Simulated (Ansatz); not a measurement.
Crystals of one structure type (zinc blende) and one family of elements, relaxed and computed with PBEsol (plane waves, PAW; program Ansatz); HSE06 gaps on those cells.

| crystal | gap (eV) | HSE06 gap (eV) |
|---|---|---|
| GaAs | 0.42 | 1.40 |
| BAs | 1.08 | 1.82 |
| BP | 1.11 | 1.94 |
| AlAs | 1.34 | 2.09 |
| GaP | 1.45 | ? |
| AlN | 3.19 | 4.55 |
| BN | 4.29 | 5.79 |

Task: Fit a straight line to E_g(HSE06) against E_g and predict the withheld value.

Result: Least squares on the 6 shown rows: E_g(HSE06) = 1.195 × E_g + (0.655), with a scatter of 0.14. For GaP this gives 2.39. The run itself gave 2.25, a miss of 0.14.

All cells were relaxed under the symmetry of their starts (and spin orders); stability against distortions was not tested throughout. Spin–orbit coupling is left out wherever it is not named.

Potentials: the earlier of the program's two PAW sets. The files were generated under PBE; for other functionals the program regenerates the frozen cores, and for LDA and PBEsol the local potential too.
